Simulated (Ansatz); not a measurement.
Ti:
```xyz
1
Lattice="2.6405 0.0000 0.0000 0.0000 2.6405 0.0000 0.0000 0.0000 2.6405" Properties=species:S:1:pos:R:3 pbc="T T T"
Ti     0.0000     0.0000     0.0000
```

Relaxed with PBE. Special points in fractions of this cell's reciprocal vectors: Γ (0.000, 0.000, 0.000); X (0.000, 0.500, 0.000); M (0.500, 0.500, 0.000); R (0.500, 0.500, 0.500).

Task: List the band energies nearest the Fermi level at these points for PBE in the plane-wave PAW code Ansatz.

Result: In eV from the Fermi level; about four levels below and three above (degenerate sets whole), none deeper than 8.9 eV; … stands for higher levels left out; points with the same levels are listed once.

```csv
k,below,above
Γ,-5.66 -1.26 -1.26,…
X,-1.82 -0.55 -0.22,2.08 2.08 …
M,-2.64 -0.09,2.50 2.50 5.04
R,-1.14 -1.14 -1.14,5.14 5.14 …
```

Space group Pm-3m (simple cubic). The cell is a constructed one: a structure type filled with these elements; neither database checked (COD, Materials Project) lists it. It is not the phase usual at ambient conditions (space group No. 194). The PBE relaxation kept the symmetry of its start. At this level the phase is mechanically unstable. No spin polarisation was allowed.

Potentials: the later of the program's two PAW sets.
